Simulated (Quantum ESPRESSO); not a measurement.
## One change at a time to Al4CuLiTiV

These are calculations, not measurements. They come from Quantum ESPRESSO 7.5, a public plane-wave density functional program. Each row is one single-point run on a made-up periodic cell of eight metal atoms, with elements, volume, strain and displacements drawn at random and not relaxed, so a cell may be unstable or far from any real phase. There is no spin polarisation or spin-orbit coupling.

Settings: PBE unless stated; PseudoDojo standard norm-conserving files; Fermi-Dirac width 0.25 eV, which means electrons at about 2900 K; cutoff 1252 eV; 7 x 7 x 6 k mesh shifted half a step off Gamma. E is the free energy of the whole cell (internal energy minus TS), so a -TS column is already part of it. Stress is positive in tension, and the pressure P is minus a third of its trace.

Checks: one run of this series was repeated at a higher cutoff and on a denser mesh, which moved values by no more than 0.002 eV, 0.02 GPa and 0.003 eV/Å, and a second program with other atomic files agreed on it to 2 % rms in force and 0.5 GPa in pressure. Known limits: the copper pseudopotential is less sure than most, with forces differing by about three percent and pressure by about two GPa from a second method on plain copper; a spin test at this wide smearing found no moment, but such smearing suppresses magnetism that the real alloy may have.

The lattice is hexagonal close-packed, and the cell vectors in Å are (2.754, 0.000, 4.523); (2.754, 0.000, -4.523); (-2.754, 4.771, 0.000), a volume of 118.87 Å³ in run 1. The elements on sites 1 to 8 are Li Cu V Al Ti Al Al Al. Each later run makes one change to run 1 and keeps the rest. E is counted from run 1, and is n/a where other atomic files have another zero of energy.

| run | change | V (Å³) | P (GPa) | -TS (eV) | rms force (eV/Å) | largest change of a force component (eV/Å) | E (eV) |
|---|---|---|---|---|---|---|---|
| 1 | none | 118.87 | 2.77 | -1.126 | 0.966 | 0.000 | 0.000 |
| 2 | sites 3 and 4 exchanged | 118.87 | 3.99 | -1.296 | 0.983 | 0.674 | 0.833 |
| 3 | all lengths scaled by -1.77 % | 112.67 | 8.98 | -1.068 | 1.120 | 0.381 | ? |
| 4 | LDA in place of PBE | 118.87 | -3.67 | -1.142 | 0.876 | 0.222 | n/a |
| 5 | Ga on site 4 | 118.87 | 2.25 | -1.118 | 0.929 | 0.233 | n/a |
| 6 | site 3 moved by +0.10 Å along x | 118.87 | 3.53 | -1.124 | 1.125 | 0.831 | 0.190 |

## Worked estimate

Along a uniform scaling dE = -P dV. The mean of the two pressures is 5.875 GPa and the volume changes by -6.20 Å³, with 160.2 GPa to one eV/Å³. The same two rows give -V dP/dV = 116 GPa for this cell with clamped atoms, which is not the bulk modulus of a real alloy.

## Withheld value

Question: what E should run 3 give?

The estimate is 0.227 eV. The calculation gave 0.222 eV. The mean of two end points misses the curvature of P, and the finite cutoff adds a little.
